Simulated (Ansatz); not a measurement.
A geometry of Ir away from equilibrium: step 2 of the relaxation of a relaxed Ir cell, doubled along one cell vector, shaken by Gaussian noise of σ = 0.08 Å a coordinate. Method: r2SCAN (plane waves to 500 eV, PAW, scalar-relativistic; Ansatz, a program for electronic structure). Γ-centred k-mesh 10×5×10 on the run's cell (coarser than for final values), Fermi–Dirac smearing 0.05 eV.

```
CELL_PARAMETERS angstrom
      0.00559     2.79095     2.78630
      5.53215     0.05455     5.52925
      2.78306     2.78626     0.01029
ATOMIC_POSITIONS crystal
  Ir 0.74371 0.36526 0.75924
  Ir 0.78218 0.87211 0.74756
  Ir 0.49407 0.24535 0.51344
  Ir 0.52271 0.74650 0.49977
```

**Question.** Predict the force on each atom, in eV/Å.

**Answer.** 
```
atom     Fx     Fy     Fz
----  -----  -----  -----
Ir1    0.49   0.21   0.48
Ir2   -0.26  -0.11  -0.73
Ir3   -0.14  -0.53  -0.02
Ir4   -0.09   0.43   0.28
```

**Question.** What is the pressure?

**Answer.** -1.8 GPa, compression positive.

No spin polarisation in the result.

The end of the path is a generated cell of Ir: the first start was made by placing the elements on the sites of a structure type, and the end was not matched to a known phase here, so it may be hypothetical. Known forms of Ir include space group No. 225.
